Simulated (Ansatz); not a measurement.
# MnSb (P63/mmc): spiral energies by the generalised Bloch theorem

```yaml
crystal:
  lattice:
    - [4.15000, 0.00000, 0.00000]
    - [-2.07500, 3.59401, 0.00000]
    - [0.00000, 0.00000, 5.78000]
  atoms:
    - { symbol: Mn, position: [0.00000, 0.00000, 0.00000] }
    - { symbol: Mn, position: [0.00000, 0.00000, 0.50000] }
    - { symbol: Sb, position: [0.33333, 0.66667, 0.25000] }
    - { symbol: Sb, position: [0.66667, 0.33333, 0.75000] }
```

The geometry is a structure as deposited in COD, held fixed and not relaxed.

Functional, mesh and filling: PBEsol, 9×9×5 k mesh, Fermi–Dirac smearing of 0.1 eV. PAW means Ansatz 0.2.0 on its default frozen-core files. Site moments are integrated in spheres about the atoms. Start moments (μB): Mn1 3.4, Mn2 3.4.

Flat spirals without spin–orbit coupling: moments start in the xy plane and turn about z by q·R from cell to cell, and their directions inside a cell are free. q runs from Γ to K = (0.333, 0.333, 0.000) in reciprocal cell vectors. Energies count from each method's run at q = 0. Each q is a vector of the k mesh, and the mesh is shifted by q/2 where needed, so that both spin components are sampled on the same points as at q = 0. In Ansatz a GGA is taken by the program's default for non-collinear spins.

| fraction of Γ–K | q (1/Å) | ΔF PAW (meV/cell) | largest moment, PAW (μB) |
| --- | --- | --- | --- |
| 0.000 | 0.000 | 0.0 | 3.42 |
| 0.333 | 0.336 | +77.8 | 3.34 |
| 0.667 | 0.673 | +165.4 | 3.26 |
| 1.000 | 1.009 | +174.9 | 3.24 |

q = 0 is the lowest point of the line, so the state at q = 0 is stable against these spirals.

The PAW files were made with PBE; the program remakes their cores once for the run's functional and then keeps them frozen. The Ansatz runs typed with the search for lower states off end where their start leads. Spin–orbit coupling is left out although heavy atoms are present. The magnetic state is the one that this cell and start allow. It needn't be the compound's measured order, which may need a larger cell or be absent.
